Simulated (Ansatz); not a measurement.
The relaxed structure here is a generated cell of La: the first start was made by a random draw of sites in a space group, and the end was not matched to a known phase here, so it may be hypothetical. Known forms of La include space group No. 194.

A relaxed structure of La. Space group Im-3m (No. 229). Computed with r2SCAN (plane waves to 500 eV, PAW, scalar-relativistic; Ansatz, a program for electronic structure).

```cif
data_La3
_chemical_formula_sum 'La3'
_space_group_name_H-M_alt 'P 1'
_space_group_IT_number 1
_cell_length_a 5.37463
_cell_length_b 5.37463
_cell_length_c 5.37463
_cell_angle_alpha 109.471
_cell_angle_beta 109.471
_cell_angle_gamma 109.471
loop_
_space_group_symop_operation_xyz
  'x, y, z'
loop_
_atom_site_label
_atom_site_type_symbol
_atom_site_fract_x
_atom_site_fract_y
_atom_site_fract_z
_atom_site_occupancy
La1 La 0.50000 0.00000 0.50000 1
La2 La 0.00000 0.50000 0.50000 1
La3 La 0.50000 0.50000 0.00000 1
```

Volume per atom: 39.84 Å³
Band gap: zero (metallic)
Shortest distances: La–La 3.10 Å
k-mesh: 11×11×11

No spin polarisation in the result.

The run could not lose the symmetry of its start: the end is stationary, and may be a saddle point rather than a minimum.

All atoms sit on sites fixed by symmetry, so only the cell could relax.
